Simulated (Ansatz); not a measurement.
Values for one crystal, relaxed and computed with plane-wave PAW r²SCAN (Ansatz code); other levels are named.

* **Volume per atom**: 34.52 Å³
* **Band gap**: 1.27 eV (indirect)
* **Formation energy from the elements (no fitted shifts)**: -0.40 eV/atom
* **Conduction-band minimum**: at M2 (k = 0.500, 0.500, 0.500)
* **Smallest direct gap on the standard path**: 1.65 eV
* **Valence-band maximum**: at A (k = 0.000, 0.000, 0.500)

Problem. Which compound is it?
A. SiC, 6H polytype
B. Al2O3, corundum
C. Al2Te5, C2/m (Al on 4i, Te on 4i, Te on 2a, Te on 4i)
D. MgSe2, Pa-3 (Mg on 4a, Se on 8c)

Solution. C, Al2Te5, C2/m (Al on 4i, Te on 4i, Te on 2a, Te on 4i)

The workflow started from a Materials Project entry (that database holds measured and hypothetical structures alike); the Crystallography Open Database copy checked does not list it. Its standing as an ambient phase is unchecked. The r²SCAN relaxation kept the symmetry of its start; whether a distortion lowers the energy is not shown. A crystal of weakly bound layers computed without a dispersion correction: the cell and the soft elastic constants depend strongly on that. The references are the lowest solids computed at this level, not always the standard phases. Spin–orbit coupling is left out wherever it is not named.

Potentials: the earlier of the program's two PAW sets.
